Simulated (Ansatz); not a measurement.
A geometry of ZrS2 away from equilibrium: step 4 of the relaxation of a relaxed ZrS2 cell displaced along its unstable phonon at q = (½, ½, 0) of its primitive reciprocal cell (76i cm⁻¹), largest move 0.15 Å. Computed with PBEsol (plane waves to 420 eV, PAW, scalar-relativistic; Ansatz, an electronic-structure program). Γ-centred k-mesh 8×8×5 on the run's cell (coarser than for final values), Fermi–Dirac smearing 0.05 eV.

```
ZrS2
1.0
    8.78877    -0.04172     0.00000
    4.37353     4.37353     0.00000
    0.00000     0.00000     6.22320
Zr S
4 8
Direct
  0.00000   0.00000   0.00000
  0.50000   0.00000   0.00000
  0.00000   0.50000   0.50000
  0.50000   0.50000   0.50000
  0.80209   0.48958   0.20816
  0.19791   0.51042   0.20816
  0.19791   0.09375   0.79184
  0.80209   0.90625   0.79184
  0.71785   0.51990   0.72065
  0.28215   0.48010   0.72065
  0.28215   0.95560   0.27935
  0.71785   0.04440   0.27935
```

Q: Which atoms carry the largest force, and which way does it point?

A: 0.52 eV/Å, on S5, S6, S7, S8 (atoms numbered as listed); on S5 its components are (-0.46, 0.02, -0.24).

Q: What is the pressure?

A: +0.6 GPa, compression positive.

Q: How far above the relaxed end point is this geometry?

A: 0.01 eV/atom; the path ends in P4/nbm (No. 125).

No spin polarisation in the result.

The run could not lose the symmetry of its start: the end is stationary, and may be a saddle point rather than a minimum.

The end of the path is a generated cell of ZrS2: the first start was made by placing the elements on the sites of a structure type, and the end was not matched to a known phase here, so it may be hypothetical. Known forms of ZrS2 include space group No. 164.
